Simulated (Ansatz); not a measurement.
# LaZn (Pm-3m) as a metal

```
CELL_PARAMETERS angstrom
3.69593 0.00000 0.00000
0.00000 3.69593 0.00000
0.00000 0.00000 3.69593
ATOMIC_POSITIONS crystal
La 0.50000 0.50000 0.50000
Zn 0.00000 0.00000 0.00000
```

The conventional cell has a = 3.696 Å, b = 3.696 Å, c = 3.696 Å, α = 90.00°, β = 90.00°, γ = 90.00°. La (atom 1) is surrounded by 8 Zn at 3.20 Å. Zn (atom 2) is surrounded by 8 La at 3.20 Å.

Computed, not measured; unless marked otherwise by PBEsol, all-electron LAPW in Ansatz 0.2.0, scalar-relativistic. k mesh 8×8×8, fine mesh 16×16×16, Fermi-Dirac smearing of 0.100 eV, basis error target 1 meV/atom. The cell was relaxed by PAW under this functional, which moved its volume by -4 % from the database entry's.

Levels and slopes are solved on a 16×16×16 mesh, and each state is taken as quadratic over its cell.

Question: What is the density of states at the Fermi level, and which bare Sommerfeld coefficient follows?

Answer: N(E_F) = 0.988 states/eV/atom (both spins), so γ = (π²/3) k_B² N(E_F) = 2.33 mJ/(mol-atom K²) without electron-phonon or spin-fluctuation enhancement.

Question: What Drude plasma energy and σ/τ do the band velocities give?

Answer: (ħω_p,α)² = (e²/ε₀VN_k) Σ_nkσ (∂E/∂k_α)² δ(E − E_F) gives ħω_p = (5.13, 5.13, 5.13) eV along x, y, z, and σ/τ = ε₀ω_p² = 5.38×10²⁰ Ω⁻¹m⁻¹s⁻¹ along x. Weighted by the density of states, the mean Fermi speed is 0.452×10⁶ m/s; the surface has an area of 14.4 Å⁻² for each spin direction.

Question: Which bands cross the Fermi level, and what do they carry?

Answer: 

```
band  filled part  N (states/eV/cell)  speed (10⁶ m/s)  5th to 95th percentile  area (Å⁻²)        filling
   1         0.99               0.185            0.468            0.23 to 0.72         1.4    nearly full
   2         0.49                1.73            0.429            0.18 to 0.76          12  partly filled
   3         0.02               0.061             1.05            1.01 to 1.08        1.04   nearly empty
```

Question: Map the plane k₃ = 0 of the mesh: how many bands lie under the Fermi level at each point, counted from the least on the plane?

Answer: k₁ runs to the right and k₂ upwards, each from −½ to ½ with 0 in the middle (the axes needn't be at right angles):
```
0111111111111111
1111111121111111
1111111222111111
1111112222211111
1111112222211111
1111222222222111
1112222222222211
1122222222222221
1112222222222211
1111222222222111
1111112222211111
1111112222211111
1111111222111111
1111111121111111
0111111111111111
0011111111111110
```

Question: On PAW files the program sums the optical response inside the mesh cells, interband lines and its own Drude term. Where does ε₁ rise through zero (a sharp plasmon if ε₂ is small there), and how much light is reflected?

Answer: 

```
Fine mesh                         : 16, 16, 16
Window top                        : 25 eV
Line width                        : 0.25 eV
Drude damping                     : 0.03 eV
ε₁ rises through zero at x        : 11.63, 21.31, 24.33 eV
ε₂ there x                        : 0.34, 0.53, 0.49
Plasma energy (x, y, z)           : 5.01, 5.01, 5.01 eV
Reflectivity at 1 eV, x-polarised : 0.6358
Reflectivity at 2 eV, x-polarised : 0.6458
Reflectivity at 3 eV, x-polarised : 0.562
```

The plasma energy here is the program's own sum at the run's smearing; it differs from the value above by up to 2 %, through mesh and smearing.

Question: What does PAW give for the same cell?

Answer: N(E_F) = 0.989 states/eV/atom and ħω_p,x = 5.13 eV.

Known limits: filled d bands lie too high at this level, so their transitions start too early; these sums move with the mesh, by several per cent and more for small sheets; frozen-core PAW files fitted under PBE, their cores solved anew for the functional of the run.
